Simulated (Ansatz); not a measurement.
The calculation used DFT PBE, scalar-relativistic, plane waves, PAW in Ansatz 0.2.0. Cutoff 420 eV, Γ-centred 12×6×6 mesh (8-atom cell), Gaussian smearing of 0.10 eV, no spin polarisation.

The zero of energy is the elements' standard structures at the same level; no fitted shifts are applied.

Question: Give a relaxed trial structure of an orthorhombic metal made of Se and W, with a formation energy near −0.25 eV/atom and a density near 6.8 g/cm³, in a cell of 8 atoms. Its symmetry should be Pmmn (No. 59).

Answer: WSe3, space group Pmmn (No. 59). Around W lie 8 Se at 2.56–2.69 Å and 2 W at 3.32 Å; around Se on a site of symmetry mm2 lie 2 W at 2.56 Å and 6 Se at 3.14–3.32 Å; Se on a site of symmetry m has 3 W at 2.65–2.69 Å, 1 Se at 2.87 Å and 6 Se at 3.14–3.32 Å.

```xyz
8
Lattice="3.3239 0.0000 0.0000 0.0000 7.8574 0.0000 0.0000 0.0000 7.8748" Properties=species:S:1:pos:R:3 pbc="T T T"
W     1.6619    3.9287    4.1672
W     0.0000    0.0000    3.7077
Se    0.0000    3.9287    6.1088
Se    1.6619    0.0000    1.7661
Se    0.0000    5.3645    2.6918
Se    1.6619    6.4216    5.1830
Se    0.0000    2.4929    2.6918
Se    1.6619    1.4358    5.1830
```

- Volume per atom: 25.7 Å³
- Density: 6.8 g/cm³
- Formation energy: −0.25 eV/atom
- Gap on the 12×6×6 mesh of the 8-atom cell: 0 eV (a metal)

It was reached by relaxing an invented guess, and it needn't be the stable form of this composition. Other answers may fit too; this one was computed.

Weakly bound directions are ill-defined at this level, which has no dispersion term. Spin–orbit coupling, which can matter for W, is left out. The reference form of Se is held partly by dispersion forces, which this level lacks. A structure relaxed within its symmetry needn't be a true minimum.
